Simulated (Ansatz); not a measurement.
BeMo$_{2}$ (cubic Laves (MgCu2 type), Fd-3m), DFT-r²SCAN in the program Ansatz with PAW potentials, all energies at zero smearing, with the estimated change up to a 700 eV cutoff added, with one set of potentials and settings (totals compare only within such a set). Cell of 6 atoms (4 Mo, 2 Be): -20052.037 eV.

```json
[
 {"element": "Mo", "reference phase": "Im-3m, 1 atoms in the cell", "E (eV/atom)": "-4967.6249"},
 {"element": "Be", "reference phase": "P6_3/mmc, 2 atoms in the cell", "E (eV/atom)": "-93.3361"}
]
```

Formation energy per atom, worked out: (-20052.037 − 4×(-4967.6249) − 2×(-93.3361))/6 = 0.856 eV/atom (83 kJ per mol of atoms), at 0 K, without zero-point energy or fitted corrections.

A made-up cell: these elements were put on the sites of a structure type; neither database checked (COD, Materials Project) lists it. Whether it is the stable phase at ambient conditions was not checked. Symmetry was held in the r²SCAN relaxation; whether a distortion lowers the energy is not shown. The run is not spin-polarised. The references are the lowest solids computed at this level, not always the standard phases.

Potentials: the earlier of the program's two PAW sets.
